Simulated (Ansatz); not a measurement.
The relaxed structure here is a generated cell of Mg: the first start was made by placing the elements on the sites of a structure type, and the end was not matched to a known phase here, so it may be hypothetical. Known forms of Mg include space group No. 194.

A relaxed cell of Mg (Pm-3m (No. 221)), relaxed on a k-mesh at least as fine as the one used below. The numbers are results of PBEsol (plane waves to 420 eV, PAW, scalar-relativistic; Ansatz, a quantum-chemistry and plane-wave program), not measurements. Γ-centred k-mesh 11×11×11 on the run's cell (coarser than for final values), Fermi–Dirac smearing 0.05 eV.

```yaml
crystal:
  lattice:
    - [5.99142, 0.00000, 0.00000]
    - [2.99571, 2.99571, 0.00000]
    - [0.00000, 0.00000, 2.99571]
  atoms:
    - { symbol: Mg, position: [0.00000, 0.00000, 0.00000] }
    - { symbol: Mg, position: [0.50000, 0.00000, 0.00000] }
```

The atoms are displaced along an unstable phonon of this cell by (Å):

| atom | ux | uy | uz |
|---|---|---|---|
| Mg1 | 0.000 | 0.000 | 0.150 |
| Mg2 | 0.000 | 0.000 | -0.150 |

**Question.** What forces (eV/Å) and pressure result?

**Answer.** 
```tsv
atom	Fx	Fy	Fz
Mg1	0.00	0.00	0.30
Mg2	0.00	0.00	-0.30
```

Pressure -0.3 GPa.

The undisplaced cell is probably no minimum: from this displacement the run went on to Fm-3m (No. 225), 0.38 eV/atom below it.

No spin polarisation in the result.
